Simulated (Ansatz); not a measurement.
Values for one crystal, relaxed and computed with r²SCAN in the plane-wave PAW code Ansatz; other levels are named.

```yaml
volume_per_atom: 21.74 Å³
electronic_character: metallic (no gap)
Bulk modulus (Birch–Murnaghan fit): 1110 kbar
Formation energy from the elements (no fitted shifts): 0.076 eV/atom
Density of states at the Fermi level: 0.78 states/eV per atom (mean over ±0.08 eV)
Pressure derivative B′: 4.8
```

Problem. Which of these materials gives this?
(A) TaSi, rock salt
(B) TaTe, Cmcm (Te on 4c, Ta on 4c)
(C) TaAs, I4_1md (Ta on 4a, As on 4a)
(D) HgTe, zinc blende

Solution. B, TaTe, Cmcm (Te on 4c, Ta on 4c)

The start of the workflow was typed in or built on a structure type; neither database checked (COD, Materials Project) lists it. Its standing as an ambient phase is unchecked. Symmetry was held in the r²SCAN relaxation; its stability against distortions is not shown here. No spin polarisation was allowed. The references are the lowest solids computed at this level, not always the standard phases. Spin–orbit coupling is left out wherever it is not named.

Potentials: the later of the program's two PAW sets.
